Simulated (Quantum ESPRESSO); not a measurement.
# Band energies of HgS

```
HgS
1.0
    0.00000     2.93741     2.93741
    2.93741     0.00000     2.93741
    2.93741     2.93741     0.00000
S Hg
1 1
Direct
  0.75000   0.75000   0.75000
  0.00000   0.00000   0.00000
```

norm-conserving PBEsol (Quantum ESPRESSO, 66 Ry, no spin-orbit coupling); path ΓXWKΓLUWLK,UX; energies in eV from the Fermi level.

| k (1/Å) | point | band 9 | band 10 | band 11 | band 12 | band 13 | band 14 | band 15 | band 16 |
|---|---|---|---|---|---|---|---|---|---|
| 0.00 | Γ | -6.16 | -6.16 | -0.59 | -0.02 | -0.02 | -0.02 | 5.90 | 5.90 |
| 0.53 |  | -6.24 | -6.09 | -2.85 | -1.25 | -1.25 | 2.34 | 3.95 | 7.47 |
| 1.07 | X | -6.01 | -5.75 | -4.88 | -2.33 | -2.33 | 3.12 | 3.29 | 8.30 |
| 1.60 | W | -6.23 | -5.40 | -5.16 | -2.83 | -2.34 | 3.72 | 5.17 | 6.60 |
| 1.73 |  | -6.18 | -5.46 | -5.13 | -2.84 | -2.23 | 3.62 | 4.94 | 6.89 |
| 1.98 | K | -6.09 | -5.54 | -5.12 | -2.88 | -1.89 | 3.22 | 4.58 | 7.93 |
| 2.29 |  | -6.18 | -6.03 | -4.43 | -2.58 | -1.14 | 2.88 | 5.51 | 6.40 |
| 2.91 |  | -6.18 | -6.16 | -1.40 | -0.27 | -0.09 | 0.67 | 5.50 | 6.03 |
| 3.12 | Γ | -6.16 | -6.16 | -0.59 | -0.02 | -0.02 | -0.02 | 5.90 | 5.90 |
| 3.43 |  | -6.17 | -6.17 | -2.02 | -0.27 | -0.27 | 0.95 | 5.37 | 6.24 |
| 3.94 |  | -6.10 | -6.08 | -5.13 | -0.96 | -0.96 | 1.48 | 6.62 | 6.64 |
| 4.04 | L | -6.10 | -5.77 | -5.52 | -0.99 | -0.99 | 1.48 | 6.64 | 6.64 |
| 4.48 |  | -6.11 | -5.71 | -5.10 | -2.56 | -1.53 | 2.97 | 5.14 | 7.21 |
| 4.70 | U | -6.09 | -5.54 | -5.12 | -2.88 | -1.89 | 3.22 | 4.58 | 7.93 |
| 5.08 | W | -6.23 | -5.40 | -5.16 | -2.83 | -2.34 | 3.72 | 5.17 | 6.60 |
| 5.55 |  | -6.11 | -5.75 | -5.27 | -1.91 | -1.28 | 2.43 | 5.74 | 6.60 |
| 5.83 | L | -6.10 | -5.77 | -5.52 | -0.99 | -0.99 | 1.48 | 6.64 | 6.64 |
| 6.00 |  | -6.10 | -5.76 | -5.42 | -1.39 | -1.08 | 1.88 | 6.14 | 6.80 |
| 6.41 |  | -6.10 | -5.61 | -5.08 | -2.87 | -1.77 | 3.19 | 4.78 | 7.69 |
| 6.49 | K | -6.09 | -5.54 | -5.12 | -2.88 | -1.89 | 3.22 | 4.58 | 7.93 |
| 6.49 | U | -6.09 | -5.54 | -5.12 | -2.88 | -1.89 | 3.22 | 4.58 | 7.93 |
| 6.87 | X | -6.01 | -5.75 | -4.88 | -2.33 | -2.33 | 3.12 | 3.29 | 8.30 |

At this level the gap is closed or nearly so: along the path the highest valence and lowest conduction bands touch, or overlap by less than 0.6 eV, a zero-gap or semimetallic result; the valence top lies at Γ, the conduction bottom at Γ. Semilocal functionals close the gaps of some narrow-gap semiconductors, so this alone doesn't show that the compound has none.

Spin-orbit coupling is left out, which matters for elements this heavy: edges can move by tenths of an eV.

Geometry relaxed with PBEsol.

This is not the ordinary phase of the substance.
